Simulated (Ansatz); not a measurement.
A relaxed structure of BN. Space group P1 (No. 1). All values below come from r2SCAN (plane waves to 500 eV, PAW, scalar-relativistic; Ansatz, a program for electronic structure).

```cif
data_B6N6
_chemical_formula_sum 'B6 N6'
_space_group_name_H-M_alt 'P 1'
_space_group_IT_number 1
_cell_length_a 4.52411
_cell_length_b 4.94546
_cell_length_c 6.08257
_cell_angle_alpha 73.724
_cell_angle_beta 69.055
_cell_angle_gamma 85.034
loop_
_space_group_symop_operation_xyz
  'x, y, z'
loop_
_atom_site_label
_atom_site_type_symbol
_atom_site_fract_x
_atom_site_fract_y
_atom_site_fract_z
_atom_site_occupancy
B1 B 0.23677 0.65547 0.22731 1
B2 B 0.74007 0.25715 0.75431 1
B3 B 0.56136 0.44386 0.02712 1
B4 B 0.78249 0.80742 0.57588 1
B5 B 0.75683 0.89299 0.14336 1
B6 B 0.01354 0.16298 0.32515 1
N1 N 0.19482 0.39886 0.17558 1
N2 N 0.66599 0.55366 0.73928 1
N3 N 0.72908 0.16586 0.00194 1
N4 N 0.80280 0.09770 0.57752 1
N5 N 0.57193 0.66360 0.16398 1
N6 N 0.98072 0.86505 0.29089 1
```

Give the band gap at the level r2SCAN.

3.08 eV, indirect (valence top at k = (0.1429, 0, -0.1667), conduction bottom at Y) (no spin-orbit coupling).

What is the computed smallest direct gap (r2SCAN)?

3.19 eV at Y.

What magnetic moment does r2SCAN give?

Zero (the starting moments vanished).

No spin polarisation in the result: the starting moments vanished.

It was reached from a disturbed copy of a P4/mmm (No. 123) cell, against which it lies -2.47 eV/atom.

The first start was generated by a random draw of sites in a space group. Materials Project lists a structure of BN in the same space group, P1 (No. 1); the sites were not compared with it, nor with measured phases. Known forms of BN include space group No. 186, 194, 216.
